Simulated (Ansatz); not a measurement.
LuAlN$_{2}$ in space group Pna2_1 (No. 33; Lu on 4a, Al on 4a, N on 4a, N on 4a), PBE in the plane-wave PAW code Ansatz, all energies at zero smearing, with the estimated change up to a 700 eV cutoff added, with one set of potentials and settings (totals compare only within such a set). Cell of 16 atoms (4 Lu, 4 Al, 8 N): -64177.002 eV.

| element | reference phase | E (eV/atom) |
|---|---|---|
| Lu | P6_3/mmc, 2 atoms in the cell | -14733.1056 |
| Al | Fm-3m, 1 atoms in the cell | -537.5055 |
| N | Pa-3, 8 atoms in the cell | -384.0342 |

Formation energy per atom, worked out: (-64177.002 − 4×(-14733.1056) − 4×(-537.5055) − 8×(-384.0342))/16 = -1.393 eV/atom (-134 kJ per mol of atoms), at 0 K, without zero-point energy or fitted corrections.

The start of the workflow was typed in or built on a structure type; neither database checked (COD, Materials Project) lists it. Whether it is the stable phase at ambient conditions was not checked. Symmetry was held in the PBE relaxation; its stability against distortions is not shown here. The references are the lowest solids computed at this level, not always the standard phases (solids in place of the gases). Scalar-relativistic: spin–orbit coupling is off unless named, which matters more the heavier the elements.

Potentials: the earlier of the program's two PAW sets.
